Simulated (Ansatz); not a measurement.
Ir:
```cif
data_Ir
_chemical_formula_sum 'Ir1'
_space_group_name_H-M_alt 'P 1'
_space_group_IT_number 1
_cell_length_a 2.73670
_cell_length_b 2.73670
_cell_length_c 2.73670
_cell_angle_alpha 60.000
_cell_angle_beta 60.000
_cell_angle_gamma 60.000
loop_
_space_group_symop_operation_xyz
  'x, y, z'
loop_
_atom_site_label
_atom_site_type_symbol
_atom_site_fract_x
_atom_site_fract_y
_atom_site_fract_z
_atom_site_occupancy
Ir1 Ir 0.00000 0.00000 0.00000 1
```

Relaxed with PBE.

**Question.** Which orbitals make up the states near the Fermi level in PBE (plane waves, PAW; program Ansatz)?

**Answer.** Within 0.5 eV of the Fermi level: Ir 5d 95 %. Projections are on Löwdin-orthogonalised atomic valence shells; empty p or d shells of many metals are not among them.

**Question.** Tabulate the density of states.

**Answer.** States/eV per cell of 1 atom, in 0.25 eV bins, energy from the Fermi level.

```tsv
E (eV)	total	Ir 5d	Ir 6s
-7.85	0.36	0.15	0.21
-7.60	0.56	0.31	0.24
-7.35	0.77	0.50	0.26
-7.10	0.96	0.67	0.27
-6.85	1.21	0.95	0.25
-6.60	1.27	1.07	0.19
-6.35	1.18	1.03	0.13
-6.10	1.14	1.03	0.09
-5.85	1.00	0.93	0.06
-5.60	0.74	0.70	0.02
-5.35	1.06	1.01	0.02
-5.10	1.14	1.07	0.03
-4.85	1.11	1.05	0.04
-4.60	1.18	1.10	0.05
-4.35	1.30	1.20	0.07
-4.10	1.33	1.21	0.08
-3.85	1.53	1.38	0.11
-3.60	1.70	1.55	0.09
-3.35	1.93	1.79	0.08
-3.10	1.38	1.26	0.07
-2.85	1.14	1.02	0.07
-2.60	0.97	0.87	0.05
-2.35	0.93	0.84	0.04
-2.10	0.98	0.90	0.04
-1.85	1.18	1.09	0.04
-1.60	1.36	1.28	0.04
-1.35	1.03	0.96	0.04
-1.10	0.97	0.91	0.03
-0.85	0.92	0.87	0.03
-0.60	0.88	0.83	0.03
-0.35	0.88	0.83	0.03
-0.10	0.92	0.87	0.03
0.15	0.99	0.94	0.03
0.40	1.20	1.15	0.03
0.65	1.63	1.57	0.04
0.90	1.43	1.38	0.04
1.15	0.88	0.82	0.04
1.40	0.53	0.46	0.05
1.65	0.27	0.18	0.06
1.90	0.27	0.17	0.07
2.15	0.28	0.16	0.07
2.40	0.28	0.15	0.08
2.65	0.28	0.13	0.08
2.90	0.28	0.12	0.09
3.15	0.28	0.11	0.09
3.40	0.28	0.10	0.10
3.65	0.27	0.09	0.10
3.90	0.27	0.08	0.10
4.15	0.27	0.07	0.10
4.40	0.26	0.06	0.10
4.65	0.25	0.05	0.10
```

Space group Fm-3m (fcc (Cu type)). The cell was relaxed with PBE under the symmetry of its start. No spin polarisation was allowed. Scalar-relativistic: spin–orbit coupling is off unless named, which matters more the heavier the elements.

Potentials: the earlier of the program's two PAW sets.
